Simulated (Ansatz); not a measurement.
## What DFT gives for Ba₂AgO₂

```
CELL_PARAMETERS angstrom
0.00000 0.00000 6.24896
6.31375 -3.20866 3.12448
6.31375 3.20866 -3.12448
ATOMIC_POSITIONS crystal
Ba 0.29327 0.07086 0.65740
Ba 0.70673 0.92914 0.34260
Ba 0.20673 0.65740 0.07086
Ba 0.79327 0.34260 0.92914
O 0.28871 0.82502 0.40244
O 0.71129 0.17498 0.59756
O 0.21129 0.40244 0.82502
O 0.78871 0.59756 0.17498
Ag 0.25000 0.50000 0.50000
Ag 0.75000 0.50000 0.50000
```

Method: PBE, no spin polarisation; PAW, plane waves to 420 eV, 6×6×6 Γ-centred mesh, fermi-dirac occupations (width 0.1 eV) (Ansatz 0.2.0), atoms fixed.

Task: Which atom feels the largest force, and which way?

Result: The largest is on O5 (and as large on other atoms): 0.82 eV/Å, components (0.44, -0.69, 0.00). It makes 139° with the line to a nearest neighbour, Ag9 at 2.52 Å, pointing away from it.

Task: Metal or insulator?

Result: It is a metal, with about 4.7 states/eV a cell as the mean within 0.25 eV of the Fermi level.

Task: What does the stress say?

Result: The pressure is -3.6 GPa (compression positive), so with the atoms held at these fractions the cell would first shrink; the forces are large, so a full relaxation may end otherwise.

Task: Which element gives electrons and which takes them?

Result: Bader charges in e: Ba +1.26, Ag +0.12, O -1.32. In the mean Ba gives up most and O takes most.

Task: What is the formation energy?

Result: -1.08 eV an atom against the elements' usual phases (free molecules for gases, crystals otherwise, with no correction for O₂ or N₂), so it is bound against them; other compounds may still compete. Relaxing would lower it.

Origin: a known structure type with other elements, at an estimated volume, so it need not be a known compound. Caveats: many states at the Fermi level without spin polarisation, so a magnetic state may lie lower.
